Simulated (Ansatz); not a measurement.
Input, command and steps of an Ansatz relaxation.

```yaml
crystal:
  lattice:
    - [3.7560865127, 0.0, 0.0]
    - [-1.8780432564, 3.2528663388, 0.0]
    - [0.0, 0.0, 21.6556127931]
  atoms:
    - { symbol: Cs, position: [0.0, 0.0, 0.25] }
    - { symbol: Cs, position: [0.0, 0.0, 0.75] }
    - { symbol: As, position: [0.0, 0.0, 0.5] }
    - { symbol: As, position: [0.0, 0.0, 0.0] }
    - { symbol: As, position: [0.3333333333, 0.6666666667, 0.365] }
    - { symbol: As, position: [0.6666666667, 0.3333333333, 0.865] }
    - { symbol: As, position: [0.6666666667, 0.3333333333, 0.635] }
    - { symbol: As, position: [0.3333333333, 0.6666666667, 0.135] }
    - { symbol: Os, position: [0.3333333333, 0.6666666667, 0.928] }
    - { symbol: Os, position: [0.6666666667, 0.3333333333, 0.428] }
    - { symbol: Os, position: [0.6666666667, 0.3333333333, 0.072] }
    - { symbol: Os, position: [0.3333333333, 0.6666666667, 0.572] }
basis:
  ecutwfc: 420
kpoints:
  mp_grid: { grid: [6, 6, 1] }
hamiltonian:
  xc: pbe
scf:
  occupations: { method: gaussian, width: 0.1 }
  lower_state_search: "off"
output:
  forces: true
  stress: true
  eigenvalues: true
relax:
  adjacent_minimum: "off"
  f_tol: 0.04
  max_steps: 70
  cell: { stress_tol: 0.4 }
```

```bash
ansatz run input.yaml --threads 1 --pin off --max-ram 2560MiB --backend cpu --events-out ev --progress --plain --runs-dir out
```

All numbers below come from DFT PBE, scalar-relativistic, plane waves, PAW in Ansatz.

Of 10 frames 9 are shown, positions in Å and forces in eV/Å; the SCF threshold varies from step to step. Steps run on the plane waves of an earlier cell, with a Pulay correction in the pressure. The basis is chosen afresh for the last frame, the zero of the energies, and at times for earlier ones too; energy and pressure can step there, also at an unchanged geometry. Where two frames share a geometry here, they differ by under 2 meV/atom and 0.3 GPa.

```xyz
12
Lattice="3.7561 0.0000 0.0000 -1.8780 3.2529 0.0000 0.0000 0.0000 21.6556" Properties=species:S:1:pos:R:3:forces:R:3 pbc="T T T" step=1 free_energy_over_end_meV_per_atom=98.84 pressure_GPa=-4.42
Cs    0.0000    0.0000    5.4139    0.0000    0.0000    0.0000
Cs    0.0000    0.0000   16.2417    0.0000    0.0000    0.0000
As    0.0000    0.0000   10.8278    0.0000    0.0000    0.0000
As    0.0000    0.0000    0.0000    0.0000    0.0000    0.0000
As    0.0000    2.1686    7.9043    0.0000    0.0000    2.2922
As    1.8780    1.0843   18.7321    0.0000    0.0000    2.2922
As    1.8780    1.0843   13.7513    0.0000    0.0000   -2.2922
As    0.0000    2.1686    2.9235    0.0000    0.0000   -2.2922
Os    0.0000    2.1686   20.0964    0.0000    0.0000   -0.5068
Os    1.8780    1.0843    9.2686    0.0000    0.0000   -0.5068
Os    1.8780    1.0843    1.5592    0.0000    0.0000    0.5068
Os    0.0000    2.1686   12.3870    0.0000    0.0000    0.5068
12
Lattice="3.7439 0.0000 0.0000 -1.8720 3.2423 0.0000 0.0000 0.0000 21.2387" Properties=species:S:1:pos:R:3:forces:R:3 pbc="T T T" step=2 free_energy_over_end_meV_per_atom=11.22 pressure_GPa=2.01
Cs    0.0000    0.0000    5.3097    0.0000    0.0000    0.0000
Cs    0.0000    0.0000   15.9290    0.0000    0.0000    0.0000
As    0.0000    0.0000   10.6194    0.0000    0.0000    0.0000
As    0.0000    0.0000    0.0000    0.0000    0.0000    0.0000
As    0.0000    2.1616    7.9407    0.0000    0.0000    0.3103
As    1.8720    1.0808   18.5601    0.0000    0.0000    0.3103
As    1.8720    1.0808   13.2980    0.0000    0.0000   -0.3103
As    0.0000    2.1616    2.6787    0.0000    0.0000   -0.3103
Os    0.0000    2.1616   19.7403    0.0000    0.0000   -0.0140
Os    1.8720    1.0808    9.1209    0.0000    0.0000   -0.0140
Os    1.8720    1.0808    1.4985    0.0000    0.0000    0.0140
Os    0.0000    2.1616   12.1178    0.0000    0.0000    0.0140
12
Lattice="3.7775 0.0000 0.0000 -1.8887 3.2714 0.0000 0.0000 0.0000 21.3540" Properties=species:S:1:pos:R:3:forces:R:3 pbc="T T T" step=3 free_energy_over_end_meV_per_atom=3.55 pressure_GPa=0.64
Cs    0.0000    0.0000    5.3385    0.0000    0.0000    0.0000
Cs    0.0000    0.0000   16.0155    0.0000    0.0000    0.0000
As    0.0000    0.0000   10.6770    0.0000    0.0000    0.0000
As    0.0000    0.0000    0.0000    0.0000    0.0000    0.0000
As    0.0000    2.1809    8.0375    0.0000    0.0000    0.1221
As    1.8887    1.0905   18.7144    0.0000    0.0000    0.1221
As    1.8887    1.0905   13.3165    0.0000    0.0000   -0.1221
As    0.0000    2.1809    2.6395    0.0000    0.0000   -0.1221
Os    0.0000    2.1809   19.8675    0.0000    0.0000   -0.0493
Os    1.8887    1.0905    9.1905    0.0000    0.0000   -0.0493
Os    1.8887    1.0905    1.4864    0.0000    0.0000    0.0493
Os    0.0000    2.1809   12.1634    0.0000    0.0000    0.0493
12
Lattice="3.7894 0.0000 0.0000 -1.8947 3.2817 0.0000 0.0000 0.0000 21.4708" Properties=species:S:1:pos:R:3:forces:R:3 pbc="T T T" step=4 free_energy_over_end_meV_per_atom=2.36 pressure_GPa=0.12
Cs    0.0000    0.0000    5.3677    0.0000    0.0000    0.0000
Cs    0.0000    0.0000   16.1031    0.0000    0.0000    0.0000
As    0.0000    0.0000   10.7354    0.0000    0.0000    0.0000
As    0.0000    0.0000    0.0000    0.0000    0.0000    0.0000
As    0.0000    2.1878    8.1096    0.0000    0.0000    0.0271
As    1.8947    1.0939   18.8450    0.0000    0.0000    0.0271
As    1.8947    1.0939   13.3612    0.0000    0.0000   -0.0271
As    0.0000    2.1878    2.6258    0.0000    0.0000   -0.0271
Os    0.0000    2.1878   19.9814    0.0000    0.0000   -0.0609
Os    1.8947    1.0939    9.2460    0.0000    0.0000   -0.0609
Os    1.8947    1.0939    1.4894    0.0000    0.0000    0.0609
Os    0.0000    2.1878   12.2248    0.0000    0.0000    0.0609
12
Lattice="3.7916 0.0000 0.0000 -1.8958 3.2837 0.0000 0.0000 0.0000 21.5086" Properties=species:S:1:pos:R:3:forces:R:3 pbc="T T T" step=5 free_energy_over_end_meV_per_atom=2.20 pressure_GPa=0.00
Cs    0.0000    0.0000    5.3772    0.0000    0.0000    0.0000
Cs    0.0000    0.0000   16.1315    0.0000    0.0000    0.0000
As    0.0000    0.0000   10.7543    0.0000    0.0000    0.0000
As    0.0000    0.0000    0.0000    0.0000    0.0000    0.0000
As    0.0000    2.1891    8.1290    0.0000    0.0000    0.0161
As    1.8958    1.0946   18.8833    0.0000    0.0000    0.0161
As    1.8958    1.0946   13.3796    0.0000    0.0000   -0.0161
As    0.0000    2.1891    2.6253    0.0000    0.0000   -0.0161
Os    0.0000    2.1891   20.0110    0.0000    0.0000   -0.0606
Os    1.8958    1.0946    9.2567    0.0000    0.0000   -0.0606
Os    1.8958    1.0946    1.4976    0.0000    0.0000    0.0606
Os    0.0000    2.1891   12.2519    0.0000    0.0000    0.0606
12
Lattice="3.7973 0.0000 0.0000 -1.8986 3.2885 0.0000 0.0000 0.0000 21.5700" Properties=species:S:1:pos:R:3:forces:R:3 pbc="T T T" step=6 free_energy_over_end_meV_per_atom=1.66 pressure_GPa=-0.17
Cs    0.0000    0.0000    5.3925    0.0000    0.0000    0.0000
Cs    0.0000    0.0000   16.1775    0.0000    0.0000    0.0000
As    0.0000    0.0000   10.7850    0.0000    0.0000    0.0000
As    0.0000    0.0000    0.0000    0.0000    0.0000    0.0000
As    0.0000    2.1924    8.1602    0.0000    0.0000    0.0222
As    1.8986    1.0962   18.9452    0.0000    0.0000    0.0222
As    1.8986    1.0962   13.4097    0.0000    0.0000   -0.0222
As    0.0000    2.1924    2.6247    0.0000    0.0000   -0.0222
Os    0.0000    2.1924   20.0416    0.0000    0.0000   -0.0805
Os    1.8986    1.0962    9.2566    0.0000    0.0000   -0.0805
Os    1.8986    1.0962    1.5284    0.0000    0.0000    0.0805
Os    0.0000    2.1924   12.3133    0.0000    0.0000    0.0805
12
Lattice="3.8034 0.0000 0.0000 -1.9017 3.2938 0.0000 0.0000 0.0000 21.5952" Properties=species:S:1:pos:R:3:forces:R:3 pbc="T T T" step=7 free_energy_over_end_meV_per_atom=0.89 pressure_GPa=-0.22
Cs    0.0000    0.0000    5.3988    0.0000    0.0000    0.0000
Cs    0.0000    0.0000   16.1964    0.0000    0.0000    0.0000
As    0.0000    0.0000   10.7976    0.0000    0.0000    0.0000
As    0.0000    0.0000    0.0000    0.0000    0.0000    0.0000
As    0.0000    2.1959    8.1762    0.0000    0.0000    0.0208
As    1.9017    1.0979   18.9738    0.0000    0.0000    0.0208
As    1.9017    1.0979   13.4190    0.0000    0.0000   -0.0208
As    0.0000    2.1959    2.6214    0.0000    0.0000   -0.0208
Os    0.0000    2.1959   20.0366    0.0000    0.0000   -0.0897
Os    1.9017    1.0979    9.2390    0.0000    0.0000   -0.0897
Os    1.9017    1.0979    1.5586    0.0000    0.0000    0.0897
Os    0.0000    2.1959   12.3562    0.0000    0.0000    0.0897
12
Lattice="3.8100 0.0000 0.0000 -1.9050 3.2995 0.0000 0.0000 0.0000 21.6049" Properties=species:S:1:pos:R:3:forces:R:3 pbc="T T T" step=8 free_energy_over_end_meV_per_atom=0.35 pressure_GPa=-0.24
Cs    0.0000    0.0000    5.4012    0.0000    0.0000    0.0000
Cs    0.0000    0.0000   16.2036    0.0000    0.0000    0.0000
As    0.0000    0.0000   10.8024    0.0000    0.0000    0.0000
As    0.0000    0.0000    0.0000    0.0000    0.0000    0.0000
As    0.0000    2.1997    8.1851    0.0000    0.0000   -0.0245
As    1.9050    1.0998   18.9875    0.0000    0.0000   -0.0245
As    1.9050    1.0998   13.4198    0.0000    0.0000    0.0245
As    0.0000    2.1997    2.6173    0.0000    0.0000    0.0245
Os    0.0000    2.1997   20.0155    0.0000    0.0000   -0.0232
Os    1.9050    1.0998    9.2131    0.0000    0.0000   -0.0232
Os    1.9050    1.0998    1.5893    0.0000    0.0000    0.0232
Os    0.0000    2.1997   12.3918    0.0000    0.0000    0.0232
12
Lattice="3.8103 0.0000 0.0000 -1.9051 3.2998 0.0000 0.0000 0.0000 21.4991" Properties=species:S:1:pos:R:3:forces:R:3 pbc="T T T" step=10 free_energy_over_end_meV_per_atom=0.00 pressure_GPa=-0.04
Cs    0.0000    0.0000    5.3748    0.0000    0.0000    0.0000
Cs    0.0000    0.0000   16.1243    0.0000    0.0000    0.0000
As    0.0000    0.0000   10.7495    0.0000    0.0000    0.0000
As    0.0000    0.0000    0.0000    0.0000    0.0000    0.0000
As    0.0000    2.1999    8.1334    0.0000    0.0000    0.0042
As    1.9051    1.0999   18.8830    0.0000    0.0000    0.0042
As    1.9051    1.0999   13.3656    0.0000    0.0000   -0.0042
As    0.0000    2.1999    2.6161    0.0000    0.0000   -0.0042
Os    0.0000    2.1999   19.9071    0.0000    0.0000    0.0018
Os    1.9051    1.0999    9.1576    0.0000    0.0000    0.0018
Os    1.9051    1.0999    1.5919    0.0000    0.0000   -0.0018
Os    0.0000    2.1999   12.3415    0.0000    0.0000   -0.0018
```

The start puts this composition into another compound's structure type, which needn't suit it. At the end the space group is P6_3/mmc (tolerance 0.05 Å).

It took 2.2 min on 1 thread of Arm Neoverse V2, with other jobs on the host, peak memory 0.63 GiB.

The k mesh is coarse. Spin–orbit coupling is left out, which can shift energies with elements as heavy as these.